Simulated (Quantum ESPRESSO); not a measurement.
**Solid-state NMR card for NaF**

```yaml
crystal:
  lattice:
    - [0.00000, 2.28590, 2.28590]
    - [2.28590, 0.00000, 2.28590]
    - [2.28590, 2.28590, 0.00000]
  atoms:
    - { symbol: Na, position: [0.00000, 0.00000, 0.00000] }
    - { symbol: F, position: [0.50000, 0.50000, 0.50000] }
```
The geometry is a computed Materials Project entry, not a measured one. It is NaF in Fm-3m. Stability against distortions was not tested.

Shieldings are absolute and leave out the bulk-susceptibility term; a larger σ means a smaller chemical shift. By our sweeps, such settings leave a few ppm in absolute σ. The datasets of Na hold no d projectors, which limits absolute σ on these atoms. Static lattice: thermal averaging is not included.

**Question.** What do the calculations give at each independent site (shieldings by GIPAW with PBE in a modified build of Quantum ESPRESSO, on JTH PAW datasets, 30 Ha, k-mesh 5×5×5 shifted, f-sum rule met within 0.004 %)?

**Answer.** 
```tsv
site	site symmetry	σ_iso (ppm)
Na (atom 1)	m-3m	534
F (atom 2)	m-3m	385
```
